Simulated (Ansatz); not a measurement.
Space group Pnma (No. 62). a = 6.127 Å, b = 3.930 Å, c = 6.298 Å, α = 90.00°, β = 90.00°, γ = 90.00°
```csv
atom,site,symmetry,x,y,z
Sn,4c,.m.,0.8111,0.7500,0.5958
Pd,4c,.m.,0.9883,0.7500,0.1859
```

Equation of state of this SnPd structure (not necessarily the ground state), with shape and atoms relaxed at each volume where symmetry leaves them free. It has no gap at any of these volumes. These are results of DFT PBEsol, scalar-relativistic, plane waves, PAW in Ansatz, not measurements.

Cutoff 420 eV; k points 6×10×6 on the computed 8-atom cell (Γ-centred); Gaussian smearing, width 0.10 eV; no spin polarisation.

```json
{"V (Å³/atom)": "17.823", "E − E(largest V) (meV/atom)": "6.21", "P (GPa)": "8.34"}
{"V (Å³/atom)": "18.392", "E − E(largest V) (meV/atom)": "-15.09", "P (GPa)": "3.84"}
{"V (Å³/atom)": "18.961", "E − E(largest V) (meV/atom)": "-21.68", "P (GPa)": "0.02"}
{"V (Å³/atom)": "19.529", "E − E(largest V) (meV/atom)": "-15.91", "P (GPa)": "-3.14"}
{"V (Å³/atom)": "20.098", "E − E(largest V) (meV/atom)": "0.00", "P (GPa)": "-5.69"}
```

Q: Fit a third-order Birch–Murnaghan equation to E(V).

A: V0 = 18.96 Å³/atom, B0 = 115 GPa, B0' = 5.2.

Cost: 5 runs of about 33 core-minutes in all, on Arm Neoverse V2 (shared hosts).